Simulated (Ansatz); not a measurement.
**Spin–orbit splittings in InF**

```
In F
1.0
     0.00000    3.00449    3.00449
     3.00449    0.00000    3.00449
     3.00449    3.00449    0.00000
In F
1 1
Direct
  0.00000 0.00000 0.00000
  0.25000 0.25000 0.25000
```

Atoms are numbered in the order listed.

The conventional cell has a = 6.009 Å, b = 6.009 Å, c = 6.009 Å, α = 90.00°, β = 90.00°, γ = 90.00°. In (atom 1) has 4 F at 2.60 Å as nearest neighbours. Around F (atom 2) lie 4 In at 2.60 Å.

The structure comes from a relaxation in the same program, started in the zincblende type, and has space group F-43m. Whether it is a known phase or the ground state wasn't checked.

Levels of theory: DFT, PBE, all-electron LAPW, scalar-relativistic (Ansatz 0.2.0); DFT, PBE, all-electron LAPW, Dirac equation with spin-orbit coupling (Ansatz 0.2.0).

The runs use a Γ-centred 13×13×13 k mesh, Fermi–Dirac smearing of 0.05 eV, basis error target 0.5 meV/atom, no spin polarisation.

Levels between -6 and 4 eV, each run counted from its own valence-band top. Scalar levels are listed once for both spins; with the coupling every spinor state is counted. Levels near the edges of the range can cross them.

Problem. At Γ (0.000, 0.000, 0.000) the scalar-relativistic levels are -3.78, -3.37 (×3). What are they with spin–orbit coupling?

Solution. -3.79 (×2), -3.42 (×2), -3.36 (×4).

Problem. At L (0.000, 0.000, 0.500) the scalar-relativistic levels are -4.92, -3.51 (×2), -1.02, 2.15. What are they with spin–orbit coupling?

Solution. -4.92 (×2), -3.53 (×2), -3.49 (×2), -1.02 (×2), 2.14 (×2).

Problem. At W (-0.500, -0.250, 0.250) the scalar-relativistic levels are -4.74, -3.85, -3.81, -0.01, 2.84, 3.90. What are they with spin–orbit coupling?

Solution. -4.76, -4.73, -3.87, -3.85, -3.82, -3.80, -0.02, 0.00, 2.75, 2.92, 3.71.

Problem. Without the coupling the gap is 1.85 eV, direct at X (-0.5, -0.5, 0). And with it?

Solution. 1.83 eV, direct at X (-0.5, -0.5, 0).
